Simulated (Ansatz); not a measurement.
Consider the following.

Relaxed CoSi2 (fluorite type, space group Fm-3m):

```xyz
6
Lattice="0.0000 5.3597 5.3597 2.6798 0.0000 2.6798 2.6798 2.6798 0.0000" Properties=species:S:1:pos:R:3 pbc="T T T"
Co     0.0000     0.0000     0.0000
Co     0.0000     2.6798     2.6798
Si     1.3399     1.3399     1.3399
Si     1.3399     4.0197     4.0197
Si     4.0197     4.0197     4.0197
Si     4.0197     6.6996     6.6996
```

Scan: atom 5 (Si, nearest neighbour Co at 2.321 Å; its periodic images, 3.8 Å or more away, move with it) is displaced along Cartesian [110], direction (0.707, 0.707, 0.000) in Cartesian axes, by s. The other atoms stay.

Calculation: PBE (plane waves to 420 eV, PAW, scalar-relativistic; Ansatz, a first-principles code). k mesh 6×12×12 (Γ-centred), Fermi-Dirac smearing 0.05 eV. E stands for the smeared free energy. With partly filled bands, energies and forces of such displacements shift with the k mesh and the smearing. CoSi2 is run without spin polarisation. CoSi2 was relaxed with its symmetry unable to fall. The zero of ΔE is the undisplaced structure.

The scan covers s from -0.460 to 0.460 Å in 11 points.

### Question
Is the energy the same for equal positive and negative displacements?

### Answer
Even: the same for both signs. With its periodic images moving along, the atom's site symmetry in this cell is 3m.

### Question
What force acts on the atom along the line at s = -0.460 Å?

### Answer
5.10 eV/Å.

### Question
What is the force constant k = d²E/ds² of this move at s = 0?

### Answer
8.97 eV/Å².

(For displaced atoms, the force is minus the slope of the energy, and its curvature is a force constant, which sets phonon frequencies.)
